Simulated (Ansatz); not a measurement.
GeMo2C:
```cif
data_C2Ge2Mo4
_chemical_formula_sum 'Ge2 Mo4 C2'
_space_group_name_H-M_alt 'P 1'
_space_group_IT_number 1
_cell_length_a 3.14169
_cell_length_b 3.14169
_cell_length_c 12.42898
_cell_angle_alpha 90.000
_cell_angle_beta 90.000
_cell_angle_gamma 120.000
loop_
_space_group_symop_operation_xyz
  'x, y, z'
loop_
_atom_site_label
_atom_site_type_symbol
_atom_site_fract_x
_atom_site_fract_y
_atom_site_fract_z
_atom_site_occupancy
Ge1 Ge 0.66667 0.33333 0.25000 1
Ge2 Ge 0.33333 0.66667 0.75000 1
Mo1 Mo 0.66667 0.33333 0.91038 1
Mo2 Mo 0.33333 0.66667 0.08962 1
Mo3 Mo 0.33333 0.66667 0.41038 1
Mo4 Mo 0.66667 0.33333 0.58962 1
C1 C 0.00000 0.00000 0.00000 1
C2 C 0.00000 0.00000 0.50000 1
```

Relaxed with r²SCAN.

Problem. Which orbitals make up the states near the Fermi level in the program Ansatz at the r²SCAN level (PAW)?

Solution. Within 0.5 eV of the Fermi level: Mo 4d 80 %, Ge 4p 10 %, C 2p 5 %. Projections are on Löwdin-orthogonalised atomic valence shells; empty p or d shells of many metals are not among them.

Problem. Tabulate the density of states.

Solution. States/eV per cell of 8 atoms, in 0.25 eV bins, energy from the Fermi level.

| E (eV) | total | Mo 4d | C 2p | Ge 4p |
|---|---|---|---|---|
| -7.85 | 0.17 | 0.06 | 0.05 | 0.02 |
| -7.60 | 0.54 | 0.21 | 0.17 | 0.07 |
| -7.35 | 1.79 | 0.72 | 0.61 | 0.17 |
| -7.10 | 4.20 | 1.70 | 1.51 | 0.33 |
| -6.85 | 4.35 | 1.73 | 1.65 | 0.30 |
| -6.60 | 4.02 | 1.59 | 1.63 | 0.22 |
| -6.35 | 1.78 | 0.79 | 0.72 | 0.07 |
| -6.10 | 4.30 | 1.99 | 1.81 | 0.12 |
| -5.85 | 5.68 | 2.63 | 2.31 | 0.33 |
| -5.60 | 11.84 | 5.87 | 5.23 | 0.31 |
| -5.35 | 8.46 | 3.52 | 3.89 | 0.67 |
| -5.10 | 1.61 | 0.63 | 0.65 | 0.25 |
| -4.85 | 1.82 | 0.70 | 0.32 | 0.67 |
| -4.60 | 3.39 | 1.48 | 0.40 | 1.26 |
| -4.35 | 5.15 | 3.43 | 0.26 | 1.18 |
| -4.10 | 6.88 | 4.67 | 0.23 | 1.68 |
| -3.85 | 3.79 | 2.27 | 0.19 | 1.13 |
| -3.60 | 6.85 | 3.47 | 0.49 | 2.40 |
| -3.35 | 8.26 | 4.22 | 0.56 | 2.86 |
| -3.10 | 4.07 | 2.80 | 0.17 | 0.88 |
| -2.85 | 2.07 | 1.72 | 0.05 | 0.24 |
| -2.60 | 1.92 | 1.61 | 0.04 | 0.22 |
| -2.35 | 1.91 | 1.61 | 0.03 | 0.22 |
| -2.10 | 3.18 | 2.68 | 0.06 | 0.36 |
| -1.85 | 4.70 | 3.94 | 0.10 | 0.55 |
| -1.60 | 3.32 | 2.66 | 0.12 | 0.45 |
| -1.35 | 2.50 | 1.86 | 0.14 | 0.39 |
| -1.10 | 3.47 | 2.68 | 0.18 | 0.44 |
| -0.85 | 3.89 | 3.12 | 0.18 | 0.43 |
| -0.60 | 4.45 | 3.63 | 0.19 | 0.44 |
| -0.35 | 3.98 | 3.12 | 0.20 | 0.47 |
| -0.10 | 4.11 | 3.22 | 0.21 | 0.48 |
| 0.15 | 4.40 | 3.50 | 0.24 | 0.44 |
| 0.40 | 6.15 | 5.12 | 0.29 | 0.44 |
| 0.65 | 6.71 | 5.82 | 0.31 | 0.33 |
| 0.90 | 7.26 | 6.43 | 0.25 | 0.35 |
| 1.15 | 6.14 | 5.13 | 0.31 | 0.44 |
| 1.40 | 4.82 | 3.75 | 0.31 | 0.51 |
| 1.65 | 4.74 | 3.33 | 0.35 | 0.72 |
| 1.90 | 4.34 | 2.91 | 0.29 | 0.82 |
| 2.15 | 4.67 | 3.02 | 0.40 | 0.80 |
| 2.40 | 6.12 | 3.78 | 0.55 | 0.99 |
| 2.65 | 4.09 | 2.13 | 0.59 | 0.79 |
| 2.90 | 3.25 | 1.58 | 0.57 | 0.66 |
| 3.15 | 3.64 | 1.74 | 0.65 | 0.68 |
| 3.40 | 3.96 | 1.91 | 0.70 | 0.64 |
| 3.65 | 4.31 | 2.04 | 0.82 | 0.65 |
| 3.90 | 6.64 | 3.01 | 1.44 | 1.09 |
| 4.15 | 5.31 | 2.29 | 1.22 | 0.90 |
| 4.40 | 5.75 | 2.44 | 1.30 | 1.02 |
| 4.65 | 3.10 | 1.25 | 0.56 | 0.63 |

Space group P6_3/mmc. The start of the workflow was typed in or built on a structure type; neither database checked (COD, Materials Project) lists it. Whether it is the stable phase at ambient conditions was not checked. The cell was relaxed with r²SCAN under the symmetry of its start; its stability against distortions is not shown here. The run is not spin-polarised. Scalar-relativistic: spin–orbit coupling is off unless named, which matters more the heavier the elements.

Potentials: the earlier of the program's two PAW sets.
